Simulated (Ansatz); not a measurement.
Pressure gauges and gaskets: equation-of-state parameters at work

A short materials screen. Bulk modulus and its pressure derivative give the pressure that a small compression needs; a soft, simple solid makes a sensitive pressure gauge, a stiff one a good anvil or seat.

fcc Au serves as the reference. Hydrostatic compression by 2 % of the volume (V₀/V = 1.0204), no change of phase.

Levels of theory (Ansatz, a plane-wave PAW program): B₀, B₀′: r²SCAN, Birch–Murnaghan fit of energy against volume; volume per atom: r²SCAN, relaxed cell.

The figures follow from the printed values by these rules: linear estimate = B₀ × compression; P = (B₀/B₀′)[(V₀/V)^B₀′ − 1]; modulus under load = B₀ + B₀′P; relative pressure = P/P_ref.

```tsv
crystal	B₀ (GPa)	B₀′	V (Å³/atom)	linear estimate (GPa)	Murnaghan pressure (GPa)	modulus there (GPa)	pressure (relative)
LiPt (P-6m2, hP2)	117	4.2	13.61	2.3	2.466	127	0.75
LaIr2 (Fd-3m, cF24)	186	4.6	19.04	3.7	3.936	204	1.20
LiPt2 (Fd-3m, cF24)	149	5.1	16.75	3.0	3.169	165	0.97
fcc Au, reference	153	5.9	17.53	3.1	3.281	172	1.00
Be2Ag (Fd-3m, cF24)	133	4.4	10.82	2.7	2.809	145	0.86
HfNi2 (Fd-3m, cF24)	194	4.4	13.48	3.9	4.097	212	1.25
NaAu2 (Fd-3m, cF24)	83.0	5.6	20.16	1.7	1.775	92.9	0.54
```

Runs started from generated or typed cells of the structure named: fcc Au. Not checked to be the ambient phase: LiPt (P-6m2, hP2); LaIr2 (Fd-3m, cF24); LiPt2 (Fd-3m, cF24); Be2Ag (Fd-3m, cF24); HfNi2 (Fd-3m, cF24); NaAu2 (Fd-3m, cF24). Run without spin polarisation: HfNi2 (Fd-3m, cF24). Spin–orbit coupling is left out unless named.

The steps for LiPt2 (Fd-3m, cF24):

- linear estimate: 149 × 2/100 = 3.0 GPa
- P = (149/5.1) × (1.0204^5.1 − 1) = 3.169 GPa
- modulus there: 149 + 5.1 × 3.169 = 165 GPa
- relative pressure: 3.169/3.281 = 0.97

Ranking by relative pressure, highest first: HfNi2 (Fd-3m, cF24) (1.25 ± 0.063) ≈ LaIr2 (Fd-3m, cF24) (1.20 ± 0.060), fcc Au (1.00 ± 0.050) ≈ LiPt2 (Fd-3m, cF24) (0.97 ± 0.048), Be2Ag (Fd-3m, cF24) (0.86 ± 0.043), LiPt (P-6m2, hP2) (0.75 ± 0.038), NaAu2 (Fd-3m, cF24) (0.54 ± 0.027). The ± follows from allowances picked for this note (B₀ 5 %, B₀′ 0.4), carried to first order and added in quadrature, each row's own inputs moving alone; ≈ joins neighbours closer than their two ± added in quadrature.

The usual expectation is that B₀ falls with volume per atom (a modulus is an energy per volume, so compact lattices are stiff). These rows show no such trend (rank correlation −0.18 over 7 rows); without Be2Ag (Fd-3m, cF24) it is −0.43.

B₀′ is the least certain number of such a fit, often by half a unit. Where several phases of a formula are at hand, those over 0.1 eV/atom above the lowest were not drawn (by r²SCAN where it compared them, else by the largest value; a layered or molecular lowest phase counts only with a dispersion term); other phases could lie lower still. Rows are perfect crystals in the structures named, stable or not; films, defects and interfaces will differ. Rows were sampled with a lean to familiar crystals, related or not, whatever their agreement with measurement; tables with many equal figures were not kept. Limits of the draw: no layered crystals, B₀′ of 2 to 8; no unfamiliar magnets, and cubic perovskites only if shown or known to be stable. As a rule kept out of such tables: 4f compounds, open-shell compounds run without a Hubbard term, cells found unstable in the tests at hand, cells close to a higher symmetry, and runs set to a pressure or over 12 % in volume from the crystal's fullest run.
